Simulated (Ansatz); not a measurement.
The cell is AlGa2N3, ordered on the zincblende lattice (Imm2) with 6 atoms a cell; cell and atoms were relaxed with r2SCAN. The symmetry is Imm2 (No. 44, orthorhombic); conventional cell a = 3.151 Å, b = 9.453 Å, c = 4.451 Å, 11.05 Å³ an atom. Al has 4 N at 1.88–1.90 Å; N has 2 Al at 1.90 Å and 2 Ga at 1.96 Å; Ga has 4 N at 1.95–1.96 Å; N has 1 Al at 1.88 Å and 3 Ga at 1.95 Å.

```
Al N Ga
1.0
    -1.57550    4.72628    2.22571
     1.57550   -4.72628    2.22571
     1.57550    4.72628   -2.22571
Al N Ga
1 3 2
Direct
  0.99923 0.99923 0.00000
  0.76260 0.26260 0.50000
  0.40654 0.24379 0.16275
  0.08104 0.24379 0.83725
  0.66618 0.00029 0.66588
  0.33441 0.00029 0.33412
```

The questions ask for values computed with the plane-wave code Ansatz on this geometry. Note: simulated data, non-magnetic, for a generated structure that need not be the stable one.

Given (10×10×10 mesh): PBE gives a direct gap of 2.48 eV at Γ.

**Question.** What does PBE+SOC give for the gap (10×10×10 mesh)?

**Answer.** PBE+SOC gives a direct gap of 2.48 eV at Γ. The gap differs by 0.00 eV from PBE's.

**Question.** What does r2SCAN give for the gap (10×10×10 mesh)?

**Answer.** The r2SCAN gap is direct at Γ: 2.96 eV. The gap differs by +0.48 eV from PBE's.

**Question.** How does the gap change from PBE to HSE06 (6×6×6)?

**Answer.** With HSE06 the gap is 3.76 eV and direct, at Γ. The gap differs by +1.28 eV from PBE's.

Only the levels marked +SOC include spin-orbit coupling.
